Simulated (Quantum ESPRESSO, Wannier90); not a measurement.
**Tight-binding from DFT: GeS (Pnma)**

```
CELL_PARAMETERS angstrom
     10.78075     0.00000     0.00000
      0.00000     3.60314     0.00000
      0.00000     0.00000     4.52313
ATOMIC_POSITIONS crystal
  Ge 0.87225 0.25000 0.36689
  Ge 0.12775 0.75000 0.63311
  Ge 0.62775 0.75000 0.86689
  Ge 0.37225 0.25000 0.13311
  S  0.65483 0.25000 0.51479
  S  0.34517 0.75000 0.48521
  S  0.84517 0.75000 0.01479
  S  0.15483 0.25000 0.98521
```

Materials Project entry mp-2242; symmetrised, unrelaxed at this level. COD (Crystallography Open Database) has an entry of this formula and space group (matched by these alone). Computed values, not measurements, from PBEsol: Quantum ESPRESSO (norm-conserving PseudoDojo potentials, cutoff 63 Ry, no spin polarisation, no spin-orbit coupling) on a Γ-centred 4×6×6 mesh, then Wannier90. Density: 4×8×8 mesh, cold smearing 0.01 Ry. The cell is built of weakly bound layers, chains or molecules, whose nearest atoms lie 3.50 Å apart. Database cells relaxed without dispersion often hold them too far apart, which can enlarge gaps and weakens couplings between them; spacing and stacking were not compared with the measured crystal. Spin-orbit coupling, left out, would split the p-like bands by a few tenths of an eV.

Valence charges of the files: Ge 14, S 6. 68 bands were computed.

Isolated groups of bands, relative to the valence-band maximum (bands from 41 on overlap up to the last one computed):

```csv
bands,from (eV),to (eV),filling,weight on atomic waves
1–20,-24.60,-24.50,filled,Ge 3d 100 %
21–24,-14.65,-12.43,filled,"S 3s 72 %, Ge 4p 16 %, Ge 4s 10 %"
25–40,-8.89,0.00,filled,"S 3p 55 %, Ge 4p 21 %, Ge 4s 20 %"
```

Wanted is a model with the orbitals Ge s p, S s p, without the filled groups that are mainly made of other shells (semicore states, and anion s where it isn't named); all higher bands stay in for disentanglement.

Problem. Give num_wann, exclude_bands and num_bands, and the number of electrons that the model holds.

Solution. Electrons: 4×14 + 4×6 = 80, which fill 40 bands.
num_wann = 4×4 + 4×4 = 32.
exclude_bands = 1-20, 20 bands, so num_bands = 68 − 20 = 48.
The model holds 80 − 2×20 = 40 electrons. With the window frozen to 2.53 eV it follows pw.x to 4.9 meV rms (states up to 2.0 eV relative to the valence-band maximum).
